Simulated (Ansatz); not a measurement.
Level of theory: Ansatz 0.2.0, DFT PBE, scalar-relativistic, plane waves, PAW, and for the lanthanide a 4f-in-core norm-conserving potential. Cutoff 660 eV, Γ-centred meshes of about 0.25 Å⁻¹ or finer for metals and 0.3 Å⁻¹ for insulators (2π included), Gaussian smearing. No spin polarisation.

A search over trial structures of NdMo gave this relaxed cell.

```yaml
crystal:
  lattice:
    - [2.15661, 1.24512, 6.60935]
    - [-2.15661, 1.24512, 6.60935]
    - [0.00000, -2.49024, 6.60935]
  atoms:
    - { symbol: Nd, position: [0.09966, 0.09966, 0.09966] }
    - { symbol: Nd, position: [0.90034, 0.90034, 0.90034] }
    - { symbol: Mo, position: [0.68072, 0.68072, 0.68072] }
    - { symbol: Mo, position: [0.31928, 0.31928, 0.31928] }
```

Problem. Is this structure dynamically stable?

Solution. As far as tested, yes. The phonons on a 2×2×2 q mesh of the computed 4-atom cell show no imaginary mode. (Phonon run: 12×12×12 k mesh, Gaussian smearing of 0.10 eV.) After random moves of the atoms it relaxes back. The optical modes at Γ run from 88 to 211 cm⁻¹, and the highest mode on the mesh lies at 215 cm⁻¹. Nd is surrounded by 3 Mo at 3.01 Å, 3 Mo at 3.36 Å, 3 Nd at 3.64 Å, 1 Nd at 3.95 Å and 6 Nd at 4.31 Å; Mo is surrounded by 3 Mo at 2.55 Å, 3 Nd at 3.01 Å and 3 Nd at 3.36 Å.

Phonons of metals hang on the k mesh and the smearing.

The lanthanide is trivalent by construction, without f bands, f moments or other valences.
